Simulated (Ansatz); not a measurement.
## FeRe6Pb2: reading a single point

```xyz
9
Lattice="7.1122 0.0000 0.0000 -3.5561 6.1594 0.0000 0.0000 0.0000 3.6588" Properties=species:S:1:pos:R:3 pbc="T T T"
Pb   -0.0004    4.1065    0.0000
Pb    3.5565    2.0529    0.0000
Re    1.7212    0.0000    0.0000
Re    2.6955    4.6688    0.0000
Re   -0.8606    1.4906    0.0000
Re    4.2460    0.0000    1.8294
Re    1.4331    2.4822    1.8294
Re   -2.1230    3.6772    1.8294
Fe    0.0000    0.0000    1.8294
```

Single point in Ansatz 0.2.0 with PBE, no spin polarisation. Cutoff 420 eV, PAW datasets, 6×6×9 Γ-centred k mesh, fermi-dirac filling (width 0.1 eV).

**Electronic structure.** It is a metal, with about 12 states/eV a cell as the mean within 0.25 eV of the Fermi level, mostly Re d (81 %).
**Contacts.** Re–Fe at 2.51 Å: least valence density 0.48 e/Å³ and ELF 0.40 there. Pb–Re at 2.75 Å: least valence density 0.39 e/Å³ and ELF 0.32 there. Re–Re at 3.10 Å: least valence density 0.27 e/Å³ and ELF 0.44 there. These are pseudo-fields; inside the PAW spheres they differ from the all-electron ones.
**Formation energy.** 1.28 eV an atom against the elements' usual phases (free molecules for gases, crystals otherwise, with no correction for O₂ or N₂), so at this geometry it isn't bound against them. Relaxing would lower it.
**Stress.** The pressure is -13.7 GPa (compression positive), so with the atoms held at these fractions the cell would first shrink; the forces are large, so a full relaxation may end otherwise. The principal stresses -14.8, -13.2, -13.2 GPa differ, so its shape would change too.

Origin: a known structure type with other elements, at an estimated volume, so it need not be a known compound. Caveats: no spin polarisation, so a magnetic state may lie lower; atoms or cell far from equilibrium.
